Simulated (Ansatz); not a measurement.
An Ansatz (a quantum-chemistry and plane-wave program) run. Input:

Ansatz 0.2 input:
```yaml
crystal:
  lattice:
    - [4.1058045622, 0.0, 0.0]
    - [0.0, 4.1058045622, 0.0]
    - [0.0, 0.0, 4.1058045622]
  atoms:
    - { symbol: Sr, position: [0.5, 0.5, 0.5] }
    - { symbol: Hf, position: [0.0, 0.0, 0.0] }
    - { symbol: O, position: [0.0, 0.5, 0.0] }
    - { symbol: O, position: [0.5, 0.0, 0.0] }
    - { symbol: O, position: [0.0, 0.0, 0.5] }
kpoints:
  mp_grid: { grid: [6, 6, 6] }
  band_path:
    path:
      - [[0.0, 0.0, 0.0], [0.0, 0.5, 0.0], [0.5, 0.5, 0.0], [0.0, 0.0, 0.0], [0.5, 0.5, 0.5], [0.0, 0.5, 0.0]]  # Γ-X-M-Γ-R-X
      - [[0.5, 0.5, 0.5], [0.5, 0.5, 0.0]]  # R-M
      - [VBM, CBM]
    npoints: 12
basis: { xc_grid: 2 }
hamiltonian:
  xc: pbesol
  pseudopotentials: { kind: paw }
magnetization: { noncollinear: true, spin_orbit: true }
scf:
  n_extra_bands: 12
  convergence: { dr2_threshold: 0.0000000001 }
  occupations: { method: gaussian, width: 0.01 }
checkpoint: { write: soc.run }
output: { eigenvalues: true }
```

Output (shortened):

```
Pseudopotentials: kind: paw_fr
Pseudopotential: Sr, paw_fr, valence charge 10
Pseudopotential: Hf, paw_fr, valence charge 26
Pseudopotential: O, paw_fr, valence charge 6
Functional definition: PBEsol
non-collinear run that drives no moment, with spin-orbit …
Crystal: 5 atoms, lattice volume = 69.214 Å³
Basis set: ecut = 420 eV, 1357 PW (Γ), exchange–correlation on 60×60×60 points (8 copies of the dense FFT grid, shifted against one another)
Bands: 66, of which v1, the nominal top of the filled ones, is band 54 counted from 1 (53 counted from 0)
Symmetry: 48 space group operations + 48 with time reversal
k-points: 20 of 216
Projection manifold: j_resolved (fully-relativistic pseudo-atomic orbitals)
PAW frozen core: Sr, regenerated for the run's functional, and the local potential with it
PAW frozen core: Hf, regenerated for the run's functional, and the local potential with it
PAW frozen core: O, regenerated for the run's functional, and the local potential with it
Initial density: superposition of atomic densities (chi_scale 0.1, normalization cell, long waves kept (reshape's long-wave potential 0.00 eV rms))
Initial wavefunctions: pseudopotential atomic-orbital guess
Eigensolver: davidson
Functional: x = pbesol(κ = 0.804, μ = 0.12345679012345678), c = pbesol(β = 0.046)
SCF iter   1: F=—  HF=-20802.116948 eV  |F-HF|=—  |Δ(HF+E_count)|=         —  Δρ=9.15e-2  dr2=5.07e0  dr2_m=0.00e0 (ungated)  ethr=3.10e-3  |M|=0.00e0 ∫|m|=0.00e0 μB  |m|>n=0.0e0 m-floor=0.0e0 τ_xc=0.0e0  β_m=0.30  ⟨swp⟩=8.4  Hψ=3197  notcnv=0  defer=8
all-band conjugate gradients solve this SCF's bands
preconditioner: auto → Resta (q_TF=auto, 2.618 Å⁻¹)
spin=Noncollinear: Resta preconditioning applied to the charge; magnetization (m_x, m_y, m_z) channels mix plain (no charge-response kernel on spin).
SCF iter   2: F=—  HF=-20801.096871 eV  |F-HF|=—  |Δ(HF+E_count)|=    1.02e0  Δρ=4.43e-2  dr2=1.21e0  dr2_m=0.00e0 (ungated)  ethr=3.10e-3  |M|=0.00e0 ∫|m|=0.00e0 μB  |m|>n=0.0e0 m-floor=0.0e0 τ_xc=0.0e0  β_m=0.40  ⟨swp⟩=2.5  Hψ=1156  notcnv=0  defer=114
SCF iter   3: F=—  HF=-20800.827132 eV  |F-HF|=—  |Δ(HF+E_count)|=   2.70e-1  Δρ=2.08e-2  dr2=2.81e-1  dr2_m=0.00e0 (ungated)  ethr=2.24e-3  |M|=0.00e0 ∫|m|=0.00e0 μB  |m|>n=0.0e0 m-floor=0.0e0 τ_xc=0.0e0  β_m=0.57  ⟨swp⟩=2.2  Hψ=910  notcnv=0  defer=114
SCF iter   4: F=—  HF=-20800.786277 eV  |F-HF|=—  |Δ(HF+E_count)|=   4.09e-2  Δρ=5.69e-3  dr2=1.28e-2  dr2_m=0.00e0 (ungated)  ethr=5.20e-4  |M|=0.00e0 ∫|m|=0.00e0 μB  |m|>n=0.0e0 m-floor=0.0e0 τ_xc=0.0e0  β_m=0.68  ⟨swp⟩=3.1  Hψ=1368  notcnv=0  defer=112
SCF iter   5: F=—  HF=-20800.794095 eV  |F-HF|=—  |Δ(HF+E_count)|=   7.82e-3  Δρ=2.02e-3  dr2=2.65e-3  dr2_m=0.00e0 (ungated)  ethr=2.36e-5  |M|=0.00e0 ∫|m|=0.00e0 μB  |m|>n=0.0e0 m-floor=0.0e0 τ_xc=0.0e0  β_m=0.67  ⟨swp⟩=2.1  Hψ=1031  notcnv=0  defer=112
SCF iter   6: F=—  HF=-20800.793712 eV  |F-HF|=—  |Δ(HF+E_count)|=   3.83e-4  Δρ=3.81e-4  dr2=9.18e-5  dr2_m=0.00e0 (ungated)  ethr=4.91e-6  |M|=0.00e0 ∫|m|=0.00e0 μB  |m|>n=0.0e0 m-floor=0.0e0 τ_xc=0.0e0  β_m=0.83  ⟨swp⟩=2.6  Hψ=1272  notcnv=0  defer=112
SCF iter   7: F=—  HF=-20800.793896 eV  |F-HF|=—  |Δ(HF+E_count)|=   1.84e-4  Δρ=1.65e-4  dr2=1.73e-5  dr2_m=0.00e0 (ungated)  ethr=1.70e-7  |M|=0.00e0 ∫|m|=0.00e0 μB  |m|>n=0.0e0 m-floor=0.0e0 τ_xc=0.0e0  β_m=0.92  ⟨swp⟩=2.0  Hψ=1103  notcnv=0  defer=112
SCF iter   8: F=—  HF=-20800.793915 eV  |F-HF|=—  |Δ(HF+E_count)|=   1.91e-5  Δρ=3.01e-5  dr2=7.83e-7  dr2_m=0.00e0 (ungated)  ethr=3.21e-8  |M|=0.00e0 ∫|m|=0.00e0 μB  |m|>n=0.0e0 m-floor=0.0e0 τ_xc=0.0e0  β_m=0.96  ⟨swp⟩=2.0  Hψ=1123  notcnv=0  defer=112
SCF iter  12: F=-20800.793918 eV  HF=-20800.793918 eV  |F-HF|=2.91e-11  |Δ(HF+E_count)|=  9.82e-11  Δρ=2.94e-7  dr2=4.45e-11  dr2_m=0.00e0 (ungated)  ethr=1.00e-12  |M|=0.00e0 ∫|m|=0.00e0 μB  |m|>n=0.0e0 m-floor=0.0e0 τ_xc=0.0e0  ⟨swp⟩=3.0  Hψ=1678  notcnv=0
SCF 1 converged in 12 iterations: F = -20800.793918 eV  dr2 = 4.45e-11
NSCF: frozen V_eff on 20 k-points
NSCF: frozen V_eff on 20 k-points
NSCF: frozen V_eff on 20 k-points
NSCF: frozen V_eff on 20 k-points
NSCF: frozen V_eff on 2 k-points
NSCF: frozen V_eff on 6 k-points
NSCF: frozen V_eff on 6 k-points
NSCF: frozen V_eff on 6 k-points
NSCF: frozen V_eff on 6 k-points
NSCF: frozen V_eff on 3 k-points
NSCF: frozen V_eff on 87 k-points
SCF converged after 12 iterations
Magnetization: |M| = 0.0000 μB,  M = (+0.0000, +0.0000, +0.0000) μB
Absolute magnetization: 0.0000 μB (∫|m|)
  site 0: m = (+0.0000, +0.0000, +0.0000) μB, |m| = 0.0000 μB  (R = 1.20 Å)
  site 1: m = (+0.0000, +0.0000, +0.0000) μB, |m| = 0.0000 μB  (R = 0.85 Å)
  site 2: m = (+0.0000, +0.0000, +0.0000) μB, |m| = 0.0000 μB  (R = 0.85 Å)
  site 3: m = (+0.0000, +0.0000, +0.0000) μB, |m| = 0.0000 μB  (R = 0.85 Å)
  site 4: m = (+0.0000, +0.0000, +0.0000) μB, |m| = 0.0000 μB  (R = 0.85 Å)
Free energy (F): -20800.793918 eV
Harris-Foulkes:  -20800.793918 eV  (|F-HF|=2.91e-11)
Internal energy: -20800.793918 eV  (E = F + TS)
E sigma→0 (E₀):  -20800.793918 eV
Fermi energy:    12.741423 eV
--- Per-component energies (eV) ---
  E_band       = -121.119379
  E_kinetic    = 1193.371203
  E_local      = -8241.113681  (includes V_loc(G=0)·N_el)
  E_nonlocal   = -889.897875
  E_hartree    = 3628.493472
  E_xc         = -689.376498
  E_vxc        = -710.254076  (∫ρ·V_xc dr)
  E_paw        = -9928.427969  (= ΣΔE_a)
  E_vpaw       = 1269.780662  (= ΣTr[D̂ρ^β])
  E_aug_tail   = 0.007446  (compensation charges beyond the density's cutoff)
  E_ewald      = -5875.346787
  E_core_change = 1.496770  (= ΣΔE_core)
  E_smearing   =  0.000000  (= −TS)
  E_closure    =  0.000000  (closes the sum)
  Σ components = -20800.793918   (vs F -20800.793918, Δ=0.00e0)
  [band-id]    e_kinetic+e_local+e_nonlocal+2·e_hartree+e_vxc+e_vpaw+e_augmentation_tail = -121.119377   (vs E_band -121.119379, Δ=1.96e-6)
--- Band table (eV; the first three rows and the last of 20) ---
  k-point 0: bands = ["-48.4871", "-48.4871", "-22.9666", "-22.9666", "-22.2112", "-22.2112", "-15.3808", "-15.3808", "-15.3808", "-15.3808", "-5.9742", "-5.9742", "-5.2772", "-5.2772", "-5.2772", "-5.2772", "-4.9879", "-4.9879", "-3.8313", "-3.8313", "-3.8313", "-3.8313", "0.7196", "0.7196", "0.7196", "0.7196", "0.7428", "0.7428", "2.4129", "2.4129", "2.4520", "2.4520", "2.4520", "2.4520", "2.4784", "2.4784", "8.4485", "8.4485", "9.0913", "9.0913", "9.0913", "9.0913", "9.9336", "9.9336", "9.9336", "9.9336", "9.9453", "9.9453", "10.5737", "10.5737", "10.8475", "10.8475", "10.8475", "10.8475", "14.5604", "14.5604", "14.5604", "14.5604", "14.8064", "14.8064", "15.4866", "15.4866", "15.8909", "15.8909", "15.8909", "15.8909"]
  k-point 1: bands = ["-48.4869", "-48.4869", "-22.9716", "-22.9716", "-22.2079", "-22.2079", "-15.4238", "-15.4238", "-15.3787", "-15.3787", "-5.9965", "-5.9965", "-5.2706", "-5.2706", "-5.1776", "-5.1776", "-4.8894", "-4.8894", "-3.8263", "-3.8263", "-3.7503", "-3.7503", "0.7194", "0.7194", "0.7299", "0.7299", "0.7434", "0.7434", "2.4202", "2.4202", "2.4542", "2.4542", "2.4588", "2.4588", "2.4792", "2.4792", "8.2775", "8.2775", "8.8689", "8.8689", "9.0267", "9.0267", "9.6506", "9.6506", "9.6734", "9.6734", "9.7478", "9.7478", "9.9207", "9.9207", "10.5755", "10.5755", "10.7759", "10.7759", "14.7400", "14.7400", "15.2217", "15.2217", "15.4057", "15.4057", "16.0601", "16.0601", "16.2883", "16.2883", "16.2999", "16.2999"]
  k-point 2: bands = ["-48.4865", "-48.4865", "-22.9816", "-22.9816", "-22.2014", "-22.2014", "-15.5066", "-15.5066", "-15.3746", "-15.3746", "-6.1389", "-6.1389", "-5.2574", "-5.2574", "-4.8452", "-4.8452", "-4.6856", "-4.6856", "-3.8163", "-3.8163", "-3.5954", "-3.5954", "0.7189", "0.7189", "0.7447", "0.7447", "0.7565", "0.7565", "2.4293", "2.4293", "2.4576", "2.4576", "2.4819", "2.4819", "2.4898", "2.4898", "7.4079", "7.4079", "8.6438", "8.6438", "8.9001", "8.9001", "8.9775", "8.9775", "9.1297", "9.1297", "9.2140", "9.2140", "9.4141", "9.4141", "10.4551", "10.4551", "10.7010", "10.7010", "15.0334", "15.0334", "16.5770", "16.5770", "16.7659", "16.7659", "16.9427", "16.9427", "17.1240", "17.1240", "17.6390", "17.6390"]
  k-point 19: bands = ["-48.4850", "-48.4850", "-23.0178", "-23.0178", "-22.1812", "-22.1812", "-15.6193", "-15.6193", "-15.6193", "-15.6193", "-5.1278", "-5.1278", "-4.7956", "-4.7956", "-4.2270", "-4.2270", "-4.2270", "-4.2270", "-4.0108", "-4.0108", "-4.0108", "-4.0108", "0.7520", "0.7520", "0.8146", "0.8146", "0.8146", "0.8146", "2.4888", "2.4888", "2.5274", "2.5274", "2.5274", "2.5274", "2.5701", "2.5701", "6.4212", "6.4212", "6.9879", "6.9879", "6.9879", "6.9879", "7.3554", "7.3554", "7.4044", "7.4044", "7.4044", "7.4044", "10.9044", "10.9044", "10.9224", "10.9224", "10.9224", "10.9224", "17.0749", "17.0749", "17.1418", "17.1418", "17.1418", "17.1418", "19.0630", "19.0630", "19.0630", "19.0630", "19.3849", "19.3849"]
  band table: 66 of 66 bands, residual norms ≤ 1.0e-3 eV
```

Cost: roughly 2.3 core-minutes on shared cores.

Space group Pm-3m (cubic perovskite). The first step of the workflow began from a Materials Project structure, measured or hypothetical; the Crystallography Open Database files this formula in space group No. 221, but the cells were not matched. Its standing as an ambient phase is unchecked. The cell was relaxed with PBEsol under the symmetry of its start; its stability against distortions is not shown here. No spin polarisation was allowed.

Potentials: the later of the program's two PAW sets.

Ansatz is a plane-wave DFT program.
